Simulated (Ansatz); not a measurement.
**SiC: what each run costs**

Cell: 4 atoms, space group P6_3mc, a = 3.076 Å, b = 3.076 Å, c = 5.048 Å, α = 90.00°, β = 90.00°, γ = 120.00°.

All runs are DFT with Ansatz 0.2.0 on 1 thread of Arm Neoverse V2 (aarch64; 32 cores open to the job, memory cap 2.5 GiB, no GPU), a shared host.

Question: Rank the runs by wall time, shortest first.
A. core holes on 2 sites, PBE, 420 eV, 4×4×2 k-points, fixed occupations, 32 atoms
B. relaxation of the ions, PBE, 420 eV, 10×10×6 k-points, smearing 0.02 eV
C. dielectric tensor by linear response, PBE, 420 eV, 10×10×6 k-points, fixed occupations

Answer: B (12 s, 0.43 GiB), C (39 s, 0.59 GiB), A (79 s, 0.7 GiB).
